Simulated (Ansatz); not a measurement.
## TaW2N4: rattling a relaxed structure

The structure comes from a generated guess, relaxed at this level; another structure or a mixture of phases may lie lower.

Level of theory: DFT PBE, scalar-relativistic, plane waves, PAW (Ansatz 0.2.0). Cutoff 420 eV; k points 6×6×10 on the computed 7-atom cell (Γ-centred); Gaussian smearing, width 0.10 eV; no spin polarisation.

The cell below (7 atoms, space group Cmmm (No. 65)) is relaxed within its symmetry.

```
Ta W N
1.0
     3.01180   -4.15211    0.00000
     3.01180    4.15211    0.00000
     0.00000    0.00000    3.07476
Ta W N
1 2 4
Cartesian
  0.0000 0.0000 0.0000
  1.5059 2.0761 1.5374
  1.5059 -2.0761 1.5374
  1.4713 0.0000 1.5374
  4.5523 0.0000 1.5374
  3.0118 -1.9799 0.0000
  3.0118 1.9799 0.0000
```

For the test it was strained at random (σ = 1.5 % a component), the atoms were moved at random (σ = 0.05 Å), and all was relaxed again on a coarse 8×4×4 mesh (in the run’s order of axes) with 0.20 eV smearing, with no symmetry imposed.

These runs have no spin–orbit coupling, which can matter for Ta and W.

**Question.** Is the structure stable against such a distortion?

**Answer.** It doesn't return. The energy falls by 16 meV/atom on that mesh, the volume changes by 0.9 %, and the end has space group Cm (No. 8) at a loose tolerance. Relaxed again on a 6×6×10 mesh with 0.10 eV smearing, the new structure lies 9 meV/atom below the first (mesh in the axes of the run's cell; the cell below is made exact in the group named). Space group Amm2 (No. 38), orthorhombic, a = 3.069 Å, b = 8.352 Å, c = 6.055 Å. Ta has 6 N at 2.07–2.18 Å, 4 W at 2.90 Å, 2 Ta at 3.07 Å and 4 W at 3.10 Å; W has 1 N at 1.99 Å, 5 N at 2.15–2.20 Å, 2 Ta at 2.90 Å, 4 W at 3.03–3.07 Å and 2 Ta at 3.10 Å; N on a site of symmetry mm2 is surrounded by 2 Ta at 2.07 Å and 2 W at 2.20 Å; N on a second site of symmetry mm2 has 2 W at 1.99 Å and 2 Ta at 2.18 Å; 1 more site not described.

```
Ta W N
1.0
     3.06853    0.00000    0.00000
     0.00000    4.17580    3.02744
     0.00000   -4.17580    3.02744
Ta W N
1 2 4
Direct
  0.00000 0.99949 0.99949
  0.50000 0.99681 0.52105
  0.50000 0.52105 0.99681
  0.50000 0.22821 0.22821
  0.50000 0.74354 0.74354
  0.00000 0.74589 0.26481
  0.00000 0.26481 0.74589
```
